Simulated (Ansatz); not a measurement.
## Field gradients at the nuclei in TiSi2

The cell is a structure deposited in the COD, ions relaxed with PBE at fixed cell.

Space group Fddd:1 (No. 70); a = 4.7730, b = 8.2360, c = 8.5230 Å.

| site | Wyckoff | site symmetry | x | y | z |
| --- | --- | --- | --- | --- | --- |
| Ti | 8b | 222 | 0.7500 | 0.7500 | 0.7500 |
| Si | 16f | .2. | 0.2500 | 0.0869 | 0.2500 |

One atom of each set is listed; the run and its k-mesh use a cell of 6 atoms with edges of 5.93, 4.88, 4.76 Å.

Computed with Ansatz: DFT, LDA, plane waves and PAW, scalar-relativistic, 420 eV cutoff, Γ-centred 13×13×13 k-points, Fermi–Dirac smearing 0.05 eV.

C_Q = eQV_zz/h, which is 24.18 MHz for Q = 1 b and V_zz = 10²¹ V/m²; η = (V_xx − V_yy)/V_zz.

Ti-49: I = 7/2, Q = 247.0 mb. Q values from Pyykkö, Mol. Phys. 116, 1328 (2018).

Question: Give the quadrupolar parameters of the distinct sites.

Answer: 

| site | atoms | first shell | V_xx, V_yy, V_zz (10²¹ V/m²) | η | C_Q (MHz) |
| --- | --- | --- | --- | --- | --- |
| Ti | 2 | 10 Si at 2.54–2.77 Å, 4 Ti at 3.19 Å | -0.59, -0.82, 1.41 | 0.16 | 8.41 |
| Si | 4 | 2 Si at 2.52 Å, 5 Ti at 2.54–2.77 Å; also 3 Si at 2.69–2.78 Å | 1.43, 1.97, -3.40 | 0.16 | – |

Si has no stable isotope with a ground-state quadrupole moment in the table, so no C_Q is given.

At this cell the principal stresses reach 5 GPa in size with LDA, which can matter for small gradients. The run finds no gap above 0.1 eV (a metal, or nearly one), so the gradients can move by 10 % or more with the k-mesh.

Hardware: 1 thread of Intel Xeon Platinum 8488C (Sapphire Rapids) (x86_64; 16 cores open to the job, memory cap 3.0 GiB, no GPU), a shared host with a load of 0.7 a core. Wall time 55 s, CPU time 54 s, peak memory 0.84 GiB.
